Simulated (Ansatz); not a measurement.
**Structure relaxation, Nb**

The start is a relaxed Nb cell displaced along its unstable phonon at q = (½, 0, 0) of its primitive reciprocal cell (45i cm⁻¹), largest move 0.15 Å. A full variable-cell relaxation at zero pressure is run with r2SCAN (plane waves to 500 eV, PAW, scalar-relativistic; Ansatz, a program for electronic structure). The first steps use a coarse 7×13×13 k-mesh.

Initial structure:
```
Nb
1.0
    0.00000     4.21239     4.21239
    2.10620     0.00000     2.10620
    2.10620     2.10620     0.00000
Nb
2
Cartesian
  0.04278  -0.07799   0.12078
  2.06341   2.18419   4.09161
```

### Question
Which atoms feel the largest initial force, and how large is it?

### Answer
0.30 eV/Å, on Nb1, Nb2 (atoms numbered as listed).

### Question
Does it find its way back to the structure it was made from?

### Answer
It does not go back: it reaches Im-3m (No. 229), bcc (W type), 0.33 eV/atom below the parent.

### Question
What does it relax into? Give the structure.

### Answer

```cif
data_Nb2
_chemical_formula_sum 'Nb2'
_space_group_name_H-M_alt 'Im-3m'
_space_group_IT_number 229
_space_group_name_Hall '-I 4 2 3'
_cell_length_a 3.30265
_cell_length_b 3.30265
_cell_length_c 3.30265
_cell_angle_alpha 90.000
_cell_angle_beta 90.000
_cell_angle_gamma 90.000
loop_
_atom_site_label
_atom_site_type_symbol
_atom_site_symmetry_multiplicity
_atom_site_Wyckoff_symbol
_atom_site_fract_x
_atom_site_fract_y
_atom_site_fract_z
_atom_site_occupancy
Nb1 Nb 2 a 0.00000 0.00000 0.00000 1
```
(The calculation used a cell of 1 atom; values per cell refer to that cell.)

Final values are on a 20×20×20 k-mesh of the relaxed cell. No spin polarisation in the result.

The run could not lose the symmetry of its start.

Of the parent cell (Fm-3m (No. 225)): it is a generated cell of Nb: the first start was made by placing the elements on the sites of a structure type, and the end was not matched to a known phase here, so it may be hypothetical. Known forms of Nb include space group No. 229.
